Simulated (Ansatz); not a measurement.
# Zn₁₈O₁₇: course of a relaxation

Level of theory: Ansatz, DFT PBE, scalar-relativistic, plane waves, PAW. Settings: 420 eV cutoff, 2×2×2 k-mesh, shifted by half a step, Gaussian smearing of 0.01 eV, no spin polarisation.

What was changed: O vacancy (site b), charge +0, atoms relaxed at the host's cell.

In a supercell of 35 atoms the defect feels its periodic images.

Spin polarisation was left out.

Command:

```bash
ansatz run input.yaml --threads 4 --pin off --max-ram 8192MiB --backend cpu --events-out ev --progress --plain --runs-dir out
```

Input:

```yaml
crystal:
  lattice:
    - [0.0, 5.680071333, -5.2932332491]
    - [4.9190860697, -2.8400356665, -5.2932332491]
    - [-4.9190860697, -2.8400356665, -5.2932332491]
  atoms:
    - { symbol: Zn, position: [0.9427468472, 0.2704411844, 0.2725708509] }
    - { symbol: Zn, position: [0.2775763058, 0.9442429725, 0.2775763058] }
    - { symbol: Zn, position: [0.9442429725, 0.6109096392, 0.9442429725] }
    - { symbol: Zn, position: [0.6109096392, 0.6109096392, 0.2775763058] }
    - { symbol: Zn, position: [0.2775763058, 0.2775763058, 0.9442429725] }
    - { symbol: Zn, position: [0.9442429725, 0.9442429725, 0.6109096392] }
    - { symbol: Zn, position: [0.6109096392, 0.9442429725, 0.9442429725] }
    - { symbol: Zn, position: [0.2775763058, 0.6109096392, 0.6109096392] }
    - { symbol: Zn, position: [0.6109096392, 0.2775763058, 0.6109096392] }
    - { symbol: Zn, position: [0.2220207503, 0.2220207503, 0.5553540836] }
    - { symbol: Zn, position: [0.5553540836, 0.888687417, 0.5553540836] }
    - { symbol: Zn, position: [0.2220207503, 0.5553540836, 0.2220207503] }
    - { symbol: Zn, position: [0.888687417, 0.5553540836, 0.5553540836] }
    - { symbol: Zn, position: [0.5624504119, 0.2225026222, 0.2226048833] }
    - { symbol: Zn, position: [0.2220207503, 0.888687417, 0.888687417] }
    - { symbol: Zn, position: [0.8995636839, 0.9001289534, 0.2172204099] }
    - { symbol: Zn, position: [0.5553540836, 0.5553540836, 0.888687417] }
    - { symbol: Zn, position: [0.8894356188, 0.2232416011, 0.88666972] }
    - { symbol: O, position: [0.1512092497, 0.8178759164, 0.1512092497] }
    - { symbol: O, position: [0.8178759164, 0.484542583, 0.8178759164] }
    - { symbol: O, position: [0.484542583, 0.484542583, 0.1512092497] }
    - { symbol: O, position: [0.1512092497, 0.1512092497, 0.8178759164] }
    - { symbol: O, position: [0.8178759164, 0.8178759164, 0.484542583] }
    - { symbol: O, position: [0.484542583, 0.8178759164, 0.8178759164] }
    - { symbol: O, position: [0.1512092497, 0.484542583, 0.484542583] }
    - { symbol: O, position: [0.484542583, 0.1512092497, 0.484542583] }
    - { symbol: O, position: [0.0956536942, 0.0956536942, 0.4289870275] }
    - { symbol: O, position: [0.4289870275, 0.7623203608, 0.4289870275] }
    - { symbol: O, position: [0.0956536942, 0.4289870275, 0.0956536942] }
    - { symbol: O, position: [0.7623203608, 0.4289870275, 0.4289870275] }
    - { symbol: O, position: [0.4289870275, 0.0956536942, 0.0956536942] }
    - { symbol: O, position: [0.0956536942, 0.7623203608, 0.7623203608] }
    - { symbol: O, position: [0.7623203608, 0.7623203608, 0.0956536942] }
    - { symbol: O, position: [0.4289870275, 0.4289870275, 0.7623203608] }
    - { symbol: O, position: [0.7623203608, 0.0956536942, 0.7623203608] }
  host:
    lattice:
      - [3.2793907131, 0.0, 0.0]
      - [-1.6396953566, 2.8400356665, 0.0]
      - [0.0, 0.0, 5.2932332491]
    atoms:
      - { symbol: Zn, position: [0.6666666667, 0.3333333333, 0.5006044158] }
      - { symbol: Zn, position: [0.3333333333, 0.6666666667, 0.0006044158] }
      - { symbol: O, position: [0.6666666667, 0.3333333333, 0.8797055842] }
      - { symbol: O, position: [0.3333333333, 0.6666666667, 0.3797055842] }
basis:
  ecutwfc: 420
  xc_grid: 2
kpoints:
  mp_grid: { grid: [2, 2, 2], shift: [0.5, 0.5, 0.5] }
hamiltonian:
  xc: pbe
scf:
  occupations: { method: gaussian, width: 0.01 }
output:
  forces: true
  stress: false
  eigenvalues: true
  charged_corrections:
    defect_position: [0.81787592, 0.15120925, 0.15120925]
    epsilon: [[10.5524, 0.0, 0.0], [0.0, 10.5524, 0.0], [0.0, 0.0, 11.5879]]
  write_density: true
  write_potential: true
  elf: true
  volumetric_format: npy
relax:
  adjacent_minimum: "off"
  f_tol: 0.025
  max_steps: 45
```

F is the free energy.

Steps:

```csv
step,F − F(1) (eV),largest force component (eV/Å)
1,0.0000,0.991
2,-0.1502,0.596
3,-0.2151,0.098
4,-0.2189,0.008
```

Relaxed structure:

```
CELL_PARAMETERS angstrom
0.00000 5.68007 -5.29323
4.91909 -2.84004 -5.29323
-4.91909 -2.84004 -5.29323
ATOMIC_POSITIONS crystal
Zn 0.93154 0.26456 0.26406
Zn 0.27892 0.94613 0.27638
Zn 0.94394 0.61207 0.94564
Zn 0.61307 0.61199 0.27641
Zn 0.27905 0.27698 0.94559
Zn 0.94389 0.94603 0.61144
Zn 0.61135 0.94435 0.94382
Zn 0.27779 0.61085 0.61036
Zn 0.61303 0.27688 0.61144
Zn 0.22039 0.22223 0.55299
Zn 0.55623 0.88926 0.55374
Zn 0.22049 0.55341 0.22183
Zn 0.88924 0.55345 0.55290
Zn 0.57870 0.21725 0.21703
Zn 0.22122 0.88930 0.88888
Zn 0.88433 0.91173 0.21699
Zn 0.55628 0.55424 0.88879
Zn 0.88448 0.21756 0.91083
O 0.14793 0.81990 0.15202
O 0.81945 0.48104 0.81947
O 0.48703 0.48084 0.15196
O 0.14798 0.15244 0.81952
O 0.81938 0.81993 0.48048
O 0.48509 0.81811 0.81764
O 0.15177 0.48476 0.48435
O 0.48687 0.15241 0.48051
O 0.09174 0.09803 0.42429
O 0.42944 0.76248 0.42804
O 0.09177 0.42475 0.09756
O 0.76501 0.42475 0.42425
O 0.43476 0.09817 0.09765
O 0.09557 0.76253 0.76202
O 0.76512 0.76779 0.09769
O 0.42951 0.42858 0.76195
O 0.76513 0.09815 0.76720
```

The run converged. The run took 100 s on 4 threads of Arm Neoverse V1 (shared host), peak memory 1.8 GiB.